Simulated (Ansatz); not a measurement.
KF:
```cif
data_FK
_chemical_formula_sum 'K1 F1'
_space_group_name_H-M_alt 'P 1'
_space_group_IT_number 1
_cell_length_a 3.76004
_cell_length_b 3.76004
_cell_length_c 3.76004
_cell_angle_alpha 60.000
_cell_angle_beta 60.000
_cell_angle_gamma 60.000
loop_
_space_group_symop_operation_xyz
  'x, y, z'
loop_
_atom_site_label
_atom_site_type_symbol
_atom_site_fract_x
_atom_site_fract_y
_atom_site_fract_z
_atom_site_occupancy
K1 K 0.00000 0.00000 0.00000 1
F1 F 0.50000 0.50000 0.50000 1
```

Relaxed with r²SCAN.

Problem. Decompose the optical modes at the zone centre into irreducible representations, and say which are infrared and Raman allowed.

Solution. Point group m-3m: Γ_opt = T1u. Infrared: T1u. Raman: none.

Problem. Assign frequencies (DFPT, r²SCAN (plane waves, PAW; program Ansatz); without the LO–TO term).

Solution. T1u 194 cm⁻¹.

Space group Fm-3m (rock salt). The cell was relaxed with r²SCAN under the symmetry of its start; phonons on a q-mesh show no instability.

Potentials: the later of the program's two PAW sets.
